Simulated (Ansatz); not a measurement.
An Ansatz (a quantum-chemistry and plane-wave program) input:

Ansatz 0.2 input:
```yaml
crystal:
  lattice:
    - [0.0, 5.5297137106, 5.5297137106]
    - [5.5297137106, 0.0, 5.5297137106]
    - [5.5297137106, 5.5297137106, 0.0]
  atoms:
    - { symbol: S, position: [0.8831649732, 0.8831649732, 0.8831649732] }
    - { symbol: S, position: [0.8994949196, 0.3668350268, 0.3668350268] }
    - { symbol: S, position: [0.8831649732, 0.8831649732, 0.3505050804] }
    - { symbol: S, position: [0.3668350268, 0.8994949196, 0.3668350268] }
    - { symbol: S, position: [0.3505050804, 0.8831649732, 0.8831649732] }
    - { symbol: S, position: [0.3668350268, 0.3668350268, 0.3668350268] }
    - { symbol: S, position: [0.8831649732, 0.3505050804, 0.8831649732] }
    - { symbol: S, position: [0.3668350268, 0.3668350268, 0.8994949196] }
    - { symbol: Lu, position: [0.125, 0.125, 0.125] }
    - { symbol: Lu, position: [0.625, 0.125, 0.125] }
    - { symbol: Lu, position: [0.125, 0.125, 0.625] }
    - { symbol: Lu, position: [0.125, 0.625, 0.125] }
    - { symbol: Cd, position: [0.5, 0.5, 0.5] }
    - { symbol: Cd, position: [0.75, 0.75, 0.75] }
kpoints:
  mp_grid: { grid: [4, 4, 4] }
  band_path:
    path:
      - [[0.0, 0.0, 0.0], [0.5, 0.0, 0.5], [0.625, 0.25, 0.625]]  # Γ-X-U
      - [[0.375, 0.375, 0.75], [0.0, 0.0, 0.0], [0.5, 0.5, 0.5], [0.5, 0.25, 0.75], [0.5, 0.0, 0.5]]  # K-Γ-L-W-X
      - [VBM, CBM]
    npoints: 12
hamiltonian:
  xc: r2scan
  pseudopotentials: { kind: paw }
magnetization: { noncollinear: true, spin_orbit: true }
scf:
  n_extra_bands: 28
  convergence: { dr2_threshold: 0.0000000001 }
  occupations: { method: gaussian, width: 0.01 }
checkpoint: { write: soc.run }
output: { eigenvalues: true }
```

Problem. How many symmetry operations and irreducible k-points will the run report?

Solution. 48 operations, 8 of 64 k-points.

Problem. With a cutoff of 500 eV, how many plane waves at Γ?

Solution. 8609.

It took very roughly 50 core-minutes on shared server cores.

Space group Fd-3m (spinel). The workflow started from an entry of the Crystallography Open Database (COD). Its standing as an ambient phase is unchecked. The r²SCAN relaxation kept the symmetry of its start; whether a distortion lowers the energy is not shown.

Potentials: the later of the program's two PAW sets.

Ansatz is a plane-wave DFT program.
